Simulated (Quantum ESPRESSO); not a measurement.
Parts of the isotropic shielding in NaCl, by GIPAW with PBE in a modified build of Quantum ESPRESSO, on JTH PAW datasets, 30 Ha, k-mesh 4×4×4 shifted:

```xyz
2
Lattice="0.0000 2.7941 2.7941 2.7941 0.0000 2.7941 2.7941 2.7941 0.0000" Properties=species:S:1:pos:R:3 pbc="T T T"
Na     0.0000     0.0000     0.0000
Cl     2.7941     2.7941     2.7941
```
The cell comes from the Materials Project (a computed structure). It is NaCl in Fm-3m. Stability against distortions was not tested.

The core term is that of the free atom's frozen core; the paramagnetic column sums the reconstruction terms. These are absolute shieldings with no macroscopic susceptibility term; δ = σ_ref − σ needs a reference computed alike. By our sweeps, such settings leave a few ppm in absolute σ. The datasets of Na, Cl hold no d projectors, which limits absolute σ on these atoms. The structure is static (0 K, no zero-point motion).

```tsv
site	core	bare (smooth current)	diamagnetic correction	paramagnetic corrections	σ_iso (ppm)
Na (atom 1)	377.3	81.2	154.8	[?]	[?]
Cl (atom 2)	1050.8	90.4	-12.0	[?]	[?]
```

Q: What belongs in the gaps?

A: 
- Na (atom 1), paramagnetic corrections: -75.0
- Na (atom 1), σ_iso (ppm): 538.3
- Cl (atom 2), paramagnetic corrections: -164.9
- Cl (atom 2), σ_iso (ppm): 964.3
